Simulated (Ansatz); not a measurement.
Ca (fcc, Cu type)

```yaml
crystal:
  lattice:
    - [0.00000, 2.78425, 2.78425]
    - [2.78425, 0.00000, 2.78425]
    - [2.78425, 2.78425, 0.00000]
  atoms:
    - { symbol: Ca, position: [0.00000, 0.00000, 0.00000] }
```

The relaxed cell is deformed in two ways at once: its volume V is scaled, and at that volume it is stretched along z (the c axis of the conventional cell) so that c/a changes. Fractional atomic positions are held.

All values below come from r2SCAN (plane waves to 500 eV, PAW, scalar-relativistic; Ansatz, an electronic-structure program). k mesh 14×14×14 (Γ-centred), Fermi-Dirac smearing 0.05 eV. Stress and pressure are positive under compression. With partly filled bands, the response to shear is sensitive to the k mesh, so small differences along c/a are uncertain. Ca was relaxed with its symmetry unable to fall.

At one point of the scan the stress tensor (GPa) is:

```
    0.4      0.0      0.0
    0.0      0.4      0.0
    0.0      0.0      0.8
```

Question: Which point is it?
A. V/V₀ = 0.960, (c/a)/(c/a)₀ = 1.040
B. V/V₀ = 0.987, (c/a)/(c/a)₀ = 1.080
C. V/V₀ = 0.973, (c/a)/(c/a)₀ = 0.880
D. V/V₀ = 1.000, (c/a)/(c/a)₀ = 0.920

Answer: C, V/V₀ = 0.973, (c/a)/(c/a)₀ = 0.880

(A scan under strain: stresses follow from slopes of the energy per volume, elastic moduli from its curvatures.)
